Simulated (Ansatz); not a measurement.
TiCd in space group P4/nmm (No. 129; Ti on 2c, Cd on 2c) under volume change, r²SCAN in the plane-wave PAW code Ansatz, shape and atoms relaxed at each volume.

```
V (Å³/atom)  E − E(relaxed) (meV/atom)  P (GPa)
-----------  -------------------------  -------
17.607                            21.6     6.55
18.169                             5.1     2.98
18.731                             0.0     0.01
19.293                             4.4    -2.47
19.854                            16.8    -4.51
```

### Question
What does a third-order Birch–Murnaghan fit give for V₀, B₀ and B′?

### Answer
V₀ = 18.73 Å³/atom, B₀ = 90.1 GPa, B′ = 5.2.

The workflow started from an entry of the Crystallography Open Database (COD). Whether it is the stable phase at ambient conditions was not checked. The r²SCAN relaxation kept the symmetry of its start; whether a distortion lowers the energy is not shown. The run is not spin-polarised.

Potentials: the later of the program's two PAW sets.
